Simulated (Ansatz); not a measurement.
Cu Kα1 powder pattern (kinematic, no thermal factors).
2θ (°) (relative intensity): 17.84 (24), 26.89 (17), 30.52 (100), 35.57 (97), 36.12 (24), 41.12 (46), 45.60 (5), 47.99 (31), 54.24 (34), 55.87 (12), 57.56 (8), 61.56 (9), 63.52 (12), 64.60 (3), 65.72 (3), 66.56 (15), 66.91 (22), 70.26 (9), 73.50 (8), 74.17 (19), 75.31 (8), 81.63 (4), 88.26 (10), 88.47 (1), 89.23 (1)

The pattern is computed from a structure relaxed with DFT PBE, scalar-relativistic, plane waves, PAW in Ansatz 0.2.0. No spin polarisation. Its elements are Ge, Mg, N.

Problem. Give the structure.

Solution. Mg2Ge2N.
Space group P-6m2 (No. 187). a = 3.380 Å, b = 3.380 Å, c = 9.938 Å, α = 90.00°, β = 90.00°, γ = 120.00°
| atom | site | symmetry | x | y | z |
| --- | --- | --- | --- | --- | --- |
| Mg | 1c | -6m2 | 0.3333 | 0.6667 | 0.0000 |
| Mg | 1b | -6m2 | 0.0000 | 0.0000 | 0.5000 |
| Ge | 2g | 3m. | 0.0000 | 0.0000 | 0.2189 |
| N | 1d | -6m2 | 0.3333 | 0.6667 | 0.5000 |

A pattern alone doesn't exclude other cells with like lines; this is the one computed.

Another cell of Mg2Ge2N relaxed alike, in P-3m1, lies 0.68 eV/atom lower, so this cell isn't the stable form at this level.

The structure comes from a generated guess; another structure or a mixture of phases may lie lower.
